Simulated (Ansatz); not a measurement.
Given:

TeW:
```yaml
crystal:
  lattice:
    - [3.30054, 0.00000, 0.00000]
    - [0.00000, 3.30054, 0.00000]
    - [0.00000, 0.00000, 3.30054]
  atoms:
    - { symbol: W, position: [0.00000, 0.00000, 0.00000] }
    - { symbol: Te, position: [0.50000, 0.50000, 0.50000] }
```

This is the PBEsol-relaxed structure.

Question: All from PBEsol (plane waves, PAW; program Ansatz), unless another level is named. Predict the highest zone-centre frequency.

Answer: 135 cm⁻¹.

Question: Next, the Hill bulk and shear moduli?

Answer: 193 and 124 GPa.

Space group Pm-3m (CsCl type). The cell is a constructed one: a structure type filled with these elements; neither database checked (COD, Materials Project) lists it. Its standing as an ambient phase is unchecked. The cell was relaxed with PBEsol under the symmetry of its start; whether a distortion lowers the energy is not shown. No spin polarisation was allowed. As this level gives no gap, shear constants depend on the k-mesh and smearing (Fermi–Dirac, 0.1 eV here). As this level gives no gap, phonon frequencies hold no LO–TO term and depend on the k-mesh and smearing (Fermi–Dirac, 0.1 eV here). Scalar-relativistic: spin–orbit coupling is off unless named, which matters more the heavier the elements.

Potentials: the earlier of the program's two PAW sets. The files were generated under PBE; for other functionals the program regenerates the frozen cores, and for LDA and PBEsol the local potential too.
